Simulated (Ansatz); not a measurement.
**Is this Os3Au structure a true minimum?**

The structure comes from a generated guess, relaxed at this level; another structure or a mixture of phases may lie lower.

Theory: Ansatz 0.2.0, DFT PBE, scalar-relativistic, plane waves, PAW. Cutoff 420 eV; k points 14×14×6 on the computed 4-atom cell (Γ-centred); Gaussian smearing, width 0.10 eV; no spin polarisation.

The cell below (4 atoms, space group P4/mmm (No. 123)) is relaxed within its symmetry.

```
CELL_PARAMETERS angstrom
2.76143 0.00000 0.00000
0.00000 2.76143 0.00000
0.00000 0.00000 7.93962
ATOMIC_POSITIONS crystal
Os 0.50000 0.50000 0.23345
Os 0.00000 0.00000 0.00000
Os 0.50000 0.50000 0.76655
Au 0.00000 0.00000 0.50000
```

For the test a repeat of it with 8 atoms (edges 2.76, 2.76, 15.88 Å) was strained at random (σ = 1.5 % a component), the atoms were moved at random (σ = 0.15 Å), and all was relaxed again on a coarse 8×8×2 mesh (in the run’s order of axes) with 0.20 eV smearing, with no symmetry imposed.

These runs have no spin–orbit coupling, which can matter for Au and Os.

Problem. Does it come back?

Solution. It returns, within 1 meV/atom of the unmoved cell on that mesh and with the same symmetry when read at 0.1 Å. No instability shows in this cell; modes of other wave vectors, which need another repeat, aren't tested.
